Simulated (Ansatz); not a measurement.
Sn (beta-Sn type, space group I4_1/amd)

Space group I4₁/amd, origin choice 1 (No. 141); a = 5.833 Å, b = 5.833 Å, c = 3.158 Å, α = 90.00°, β = 90.00°, γ = 90.00°

```
atom  site  symmetry       x       y       z
----  ----  --------  ------  ------  ------
Sn      4a      -4m2  0.0000  0.0000  0.0000
```
(The calculation used a cell of 2 atoms; values per cell refer to that cell.)

Equation-of-state scan: isotropic scaling of the cell above, V₀ being its volume. Symmetry pins the atoms to their sites.

Computed with PBEsol (plane waves to 420 eV, PAW, scalar-relativistic; Ansatz, a quantum-chemistry and plane-wave program). k mesh 17×17×17 (Γ-centred), Fermi-Dirac smearing 0.05 eV. E stands for the smeared free energy. Sn was relaxed with its symmetry unable to fall. The zero of ΔE is the relaxed starting cell.

**Question.** What ΔE (eV/atom) does the calculation give at V/V₀ = 0.840, 0.904, 1.032, 1.096, 1.160?

**Answer.** 
| V/V₀ | ΔE (eV/atom) |
|---|---|
| 0.840 | 0.169 |
| 0.904 | 0.053 |
| 1.032 | 0.004 |
| 1.096 | 0.036 |
| 1.160 | 0.090 |

(Under strain, the slope of the energy per volume gives the stress and its curvature an elastic modulus.)
